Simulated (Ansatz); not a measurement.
LiF (rock salt)

```yaml
crystal:
  lattice:
    - [0.00000, 1.99510, 1.99510]
    - [1.99510, 0.00000, 1.99510]
    - [1.99510, 1.99510, 0.00000]
  atoms:
    - { symbol: F, position: [0.00000, 0.00000, 0.00000] }
    - { symbol: Li, position: [0.50000, 0.50000, 0.50000] }
```

The slice is a {110} plane (indices of the conventional cell) through the point (0.500, 0.500, 0.500) (fractional), spanned by u = [100] and v = [1 -1 -1] in vectors of this cell: u (2.82 Å) and v (3.99 Å, at 90° to u). It covers one period; positions are fractions (u, v).

Computed with r2SCAN (plane waves to 500 eV, PAW, scalar-relativistic; Ansatz, a first-principles code). k mesh 14×14×14. These are valence fields of a PAW run, semicore shells included where kept as valence: close to a nucleus they are smooth pseudo fields. LiF was relaxed with its symmetry unable to fall.

Question: What is the ELF at the density minimum of the shortest F–Li line in this plane (2.00 Å)?

Answer: 0.03.

Question: What is the valence density on the shortest F–Li line in this plane (2.00 Å), at its minimum between the atoms?

Answer: 0.14 e/Å³.

Question: Sketch the electron localisation function (ELF) on this plane as a map.

Answer: 
| v \ u | 0.00 | 0.14 | 0.29 | 0.43 | 0.57 | 0.71 | 0.86 |
|---|---|---|---|---|---|---|---|
| 0.90 | x | 0.27 | 0.01 | 0.02 | 0.02 | 0.01 | 0.24 |
| 0.80 | 0.03 | 0.03 | 0.02 | 0.02 | 0.02 | 0.02 | 0.03 |
| 0.70 | 0.75 | 0.67 | 0.28 | 0.02 | 0.02 | 0.28 | 0.67 |
| 0.60 | x | 0.81 | 0.65 | 0.07 | 0.07 | 0.65 | 0.81 |
| 0.50 | x | 0.77 | 0.74 | 0.10 | 0.10 | 0.74 | 0.77 |
| 0.40 | x | 0.81 | 0.65 | 0.07 | 0.07 | 0.65 | 0.81 |
| 0.30 | 0.75 | 0.67 | 0.28 | 0.02 | 0.02 | 0.28 | 0.67 |
| 0.20 | 0.03 | 0.03 | 0.02 | 0.02 | 0.02 | 0.02 | 0.03 |
| 0.10 | x | 0.24 | 0.01 | 0.02 | 0.02 | 0.01 | 0.27 |
| 0.00 | x | 0.89 | 0.01 | 0.02 | 0.02 | 0.01 | 0.89 |

Values: electron localisation function (ELF). Points within 0.4 Å of a nucleus are blanked (x), as the pseudised field means little there.
